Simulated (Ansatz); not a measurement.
YPd3 (Cu3Au type, Pm-3m), DFT-LDA in the program Ansatz with PAW potentials, all energies at zero smearing, with the estimated change up to a 700 eV cutoff added, with one set of potentials and settings (totals compare only within such a set). Cell of 4 atoms (1 Y, 3 Pd): -24282.886 eV.

```tsv
element	reference phase	E (eV/atom)
Y	P6_3/mmc, 2 atoms in the cell	-3745.5584
Pd	Fm-3m, 1 atoms in the cell	-6844.5892
```

Formation energy per atom, worked out: (-24282.886 − 1×(-3745.5584) − 3×(-6844.5892))/4 = -0.890 eV/atom (-86 kJ per mol of atoms), at 0 K, without zero-point energy or fitted corrections.

The first step of the workflow began from a Materials Project structure, measured or hypothetical; the Crystallography Open Database files this formula in space group No. 221, but the cells were not matched. Its standing as an ambient phase is unchecked. The LDA relaxation kept the symmetry of its start; of distortions, only those at the zone centre were tested. No spin polarisation was allowed. The references are the lowest solids computed at this level, not always the standard phases.

Potentials: the later of the program's two PAW sets.
